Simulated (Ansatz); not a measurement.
GaAs:
Space group F-43m (No. 216); a = 5.659 Å, b = 5.659 Å, c = 5.659 Å, α = 90.00°, β = 90.00°, γ = 90.00°

```json
[
 {"atom": "Ga", "site": "4a", "symmetry": "-43m", "x": "0.0000", "y": "0.0000", "z": "0.0000"},
 {"atom": "As", "site": "4c", "symmetry": "-43m", "x": "0.2500", "y": "0.2500", "z": "0.2500"}
]
```
(The calculation used a cell of 2 atoms; values per cell refer to that cell.)

Relaxed with PBEsol. Independent-particle spectrum: no excitons, no local fields, no scissors shift; 0.1 eV broadening; ε₁ of the summed bands alone.

Problem. Tabulate the dielectric function from DFT-PBEsol in the program Ansatz with PAW potentials.

Solution. 

```tsv
E (eV)	ε₁ xx	ε₂ xx
0.0	14.85	0.00
0.5	15.85	0.83
1.0	15.87	1.77
1.5	17.75	2.58
2.0	25.67	9.72
2.5	11.35	14.32
3.0	10.46	11.05
3.5	15.62	11.59
4.0	16.23	26.90
4.5	-9.41	17.19
5.0	-6.30	11.35
5.5	-2.69	9.96
6.0	-6.64	7.43
6.5	-5.65	5.22
7.0	-4.74	3.70
7.5	-3.81	2.81
8.0	-3.05	2.28
8.5	-2.49	2.51
9.0	-2.57	1.81
9.5	-2.17	1.41
10.0	-1.84	1.16
10.5	-1.59	1.00
11.0	-1.41	0.81
11.5	-1.19	0.64
12.0	-0.93	0.55
```

Problem. From ε at 1.0 eV (xx: 15.87 + 1.77i), find n, k, the normal reflectivity and the absorption coefficient.

Solution. n = 3.99, k = 0.222, R = 36 %, α = 2kE/ħc = 23000 cm⁻¹.

With all bands, ε∞ without local fields is 14.9. DFPT, with local fields, gives 14.2.

Symmetry was held in the PBEsol relaxation. Spin–orbit coupling is left out wherever it is not named.

Potentials: the earlier of the program's two PAW sets. The files were generated under PBE; for other functionals the program regenerates the frozen cores, and for LDA and PBEsol the local potential too.
